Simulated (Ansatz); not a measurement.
In the program Ansatz at the PBEsol level (PAW), HfC in the zinc blende structure (F-43m) relaxes to a = 4.996 Å. Hf has 4 nearest neighbours from 2.16 Å (tetrahedral); C has 4 nearest neighbours from 2.16 Å (tetrahedral). Against the elements it lies at -0.26 eV/atom, with no fitted shifts.

It is gapped at this level: 0.19 eV (direct). The valence maximum lies at W and the conduction minimum at W (6 equivalent valleys). The screened hybrid HSE06 puts the gap at 0.93 eV. Gap from PBEsol with spin–orbit coupling: 0.08 eV (the band order may be inverted). The electron mass is 0.40, 0.40, 3.1 mₑ (principal values). The hole mass is 0.70, 0.70, 9.8 mₑ (principal values).

An equation-of-state fit gives a bulk modulus of 163 GPa. The relaxed-ion elastic constants in GPa are C11 = 171, C12 = 159, C44 = 55.0. The elastic constants imply a Debye temperature near 210 K. Perturbation theory gives ε∞ = 22.4. Letting the ions move raises it to ε0 = 30.1. Born charges are Hf +4.15, C -4.15 e. The phonon dispersion is stable (no imaginary branch). Without the LO–TO term the highest mode at Γ lies at 16.75 THz.

The start of the workflow was typed in or built on a structure type; neither database checked (COD, Materials Project) lists it. It is not the phase usual at ambient conditions (space group No. 225). The cell was relaxed with PBEsol under the symmetry of its start. The run is not spin-polarised. The references are the lowest solids computed at this level, not always the standard phases. Spin–orbit coupling is left out wherever it is not named.

Potentials: the earlier of the program's two PAW sets. The files were generated under PBE; for other functionals the program regenerates the frozen cores, and for LDA and PBEsol the local potential too.
